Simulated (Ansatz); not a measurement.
# Property card for GePt₃

GePt3:
```
GePt3
1.0
    0.00000     3.16386     3.16386
    3.16386     0.00000     3.16386
    3.16386     3.16386     0.00000
Ge Pt
1 3
Direct
  0.00000   0.00000   0.00000
  0.50000   0.50000   0.50000
  0.25000   0.25000   0.25000
  0.75000   0.75000   0.75000
```

Space group Fm-3m (No. 225); conventional cell a = b = c = 6.3277 Å, α = β = γ = 90.00°.

Method: plane-wave PAW PBE (Ansatz code). Structure relaxed to zero pressure with the same functional. Other levels are named where they apply.

**Cell and energy**

- Volume per atom: 15.84 Å³
- Density: 17.25 g/cm³
- Formation energy from the elements (no fitted shifts): -0.087 eV/atom

**Electronic structure**

- Electronic character: metallic (no gap)
- Density of states at the Fermi level: 0.67 states/eV per atom (mean over ±0.08 eV)

**Mechanics**

- Bulk modulus (Birch–Murnaghan fit) = 193 GPa
- Pressure derivative B′ = 5.5

A made-up cell: these elements were put on the sites of a structure type; neither database checked (COD, Materials Project) lists it. Its standing as an ambient phase is unchecked. The cell was relaxed with PBE under the symmetry of its start; its stability against distortions is not shown here. The run is not spin-polarised. The references are the lowest solids computed at this level, not always the standard phases. Scalar-relativistic: spin–orbit coupling is off unless named, which matters more the heavier the elements.

Potentials: the later of the program's two PAW sets.
